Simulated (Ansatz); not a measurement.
A generated cell, not matched to a known phase here, of ZrCl₂: Fm-3m (No. 225), cF12, fluorite type; a = b = c = 6.330 Å, α = β = γ = 90.00°; Zr 4a (0.000, 0.000, 0.000); Cl 8c (0.250, 0.250, 0.250). The numbers are results of r2SCAN (plane waves to 500 eV, PAW, scalar-relativistic; Ansatz, a program for electronic structure), not measurements. Element references, the lowest calculated here: Zr (P6/mmm, not the ambient form), Cl (Cmce); gases are represented by their molecular solids.

Total energies (eV/atom, σ → 0; comparable only within this code, potentials and settings):

```
phase          E (eV/atom)
-------------  -----------
ZrCl2 (Fm-3m)    -2121.954
Zr (P6/mmm)      -4195.035
Cl (Cmce)        -1083.625
ZrCl4 (P2/c)     -1707.925
```

Q: What is the formation energy of this Fm-3m form of ZrCl2 from the elements?

A: E_f = -2121.954 − [1 × (-4195.035) + 2 × (-1083.625)] / 3 = -1.19 eV/atom (-3.6 eV per formula unit).

Q: How does this cell stand against the other phases calculated?

A: It lies 0.49 eV/atom above their hull: ZrCl2 → 0.5 ZrCl4 + 0.5 Zr (ZrCl4 P2/c, Zr P6/mmm) releases that much. A lower structure of this composition may exist.

This is the hull of the energies calculated here, no anion corrections; phases that were not calculated are missing from it. Values are rounded to 0.01 eV/atom. Not shown to be the ambient phase of their composition (a lower form may be missing, and a cell relaxed within its start's symmetry can be a saddle point): ZrCl2 (Fm-3m). The compounds carry no spin polarisation. A magnetic state may lie lower. No Hubbard U is applied.
